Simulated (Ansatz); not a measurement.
Here is the system:

Relaxed WC (WC type, space group P-6m2):

```
WC
1.0
    2.92185     0.00000     0.00000
   -1.46093     2.53040     0.00000
    0.00000     0.00000     2.84710
W C
1 1
Direct
  0.00000   0.00000   0.00000
  0.66667   0.33333   0.50000
```

The atoms are displaced by Q × the pattern below (from a DFPT mode at Γ, largest move 1; Q in Å), at fixed cell.

```csv
atom,x,y,z
W1,0.000,0.000,0.065
C2,0.000,0.000,-1.000
```

Computed with PBE (plane waves to 420 eV, PAW, scalar-relativistic; Ansatz, an electronic-structure program). k mesh 18×18×16 (Γ-centred), Fermi-Dirac smearing 0.05 eV. The energy includes the smearing's −TS. With partly filled bands, energies and forces of such displacements shift with the k mesh and the smearing. Spin-orbit coupling is left out, though W is heavy. WC is run without spin polarisation. WC was relaxed with its symmetry unable to fall. ΔE is measured from the undisplaced structure.

The scan covers Q from -0.280 to 0.280 Å in 13 points.

Task: Is the energy the same for equal positive and negative displacements?

Result: Even: the same for both signs.

Task: Which space group does the distorted structure have?

Result: P3m1 (No. 156), lowered from P-6m2.

Task: What is the energy change at Q = 0.280 Å?

Result: 641 meV/cell.

Task: What harmonic wavenumber does the curvature at Q = 0 give?

Result: 567 cm⁻¹.

(For displaced atoms, the force is minus the slope of the energy, and its curvature is a force constant, which sets phonon frequencies.)
